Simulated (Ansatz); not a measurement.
Relaxed-ion elastic tensor of In$_{2}$Bi in space group P6_3/mmc (No. 194; In on 2a, In on 2d, Bi on 2c) in GPa (Voigt order), the program Ansatz at the PBEsol level (PAW); density 8.72 g/cm³, 27.84 Å³ per atom.

```
64.9  45.1  29.9   0.0   0.0   0.0
45.1  64.9  29.9   0.0   0.0   0.0
29.9  29.9  72.4   0.0   0.0   0.0
 0.0   0.0   0.0  11.5   0.0   0.0
 0.0   0.0   0.0   0.0  11.5   0.0
 0.0   0.0   0.0   0.0   0.0   9.9
```

Problem. Is the crystal mechanically stable?

Solution. Yes: the smallest eigenvalue of C is 9.9 GPa.

Problem. Work out the Voigt, Reuss and Hill averages.

Solution. K_V = 45.8, K_R = 45.7, K_H = 45.7; G_V = 13.1, G_R = 11.9, G_H = 12.5 GPa.

Problem. Give Young's modulus, Poisson's ratio, Pugh's ratio and the universal anisotropy index.

Solution. E = 9KG/(3K + G) = 34.3 GPa; ν = 0.37; K/G = 3.66 (ductile by the Pugh limit of 1.75); A_U = 5G_V/G_R + K_V/K_R − 6 = 0.50.

Problem. Estimate the sound speeds and the Debye temperature.

Solution. v_l = √((K + 4G/3)/ρ) = 2670 m/s, v_t = √(G/ρ) = 1200 m/s, mean 1350 m/s; Θ = (h/k)(3n/4πV)^(1/3) v_m = 133 K.

Problem. Solve the Christoffel equation for the three sound speeds along x, y, z.

Solution. Eigenvalues of C_ijkl n_j n_l equal ρv². In km/s, slowest first: x 1.07, 1.15, 2.73; y 1.07, 1.15, 2.73; z 1.15, 1.15, 2.88.

Problem. How much does each axis shrink under pressure?

Solution. Linear compressibilities β_i = Σ_j S_ij (j = 1 to 3): x 6.9, y 6.9, z 8.1 per TPa.

The first step of the workflow began from a Materials Project structure, measured or hypothetical; the Crystallography Open Database files this formula in space group No. 194, but the cells were not matched. Whether it is the stable phase at ambient conditions was not checked. The cell was relaxed with PBEsol under the symmetry of its start; of distortions, only those at the zone centre were tested. As this level gives no gap, shear constants depend on the k-mesh and smearing (Fermi–Dirac, 0.1 eV here). On the denser mesh and wider smearing of the elastic run this cell carries a stress of 0.3 GPa. Scalar-relativistic: spin–orbit coupling is off unless named, which matters more the heavier the elements.

Potentials: the later of the program's two PAW sets.
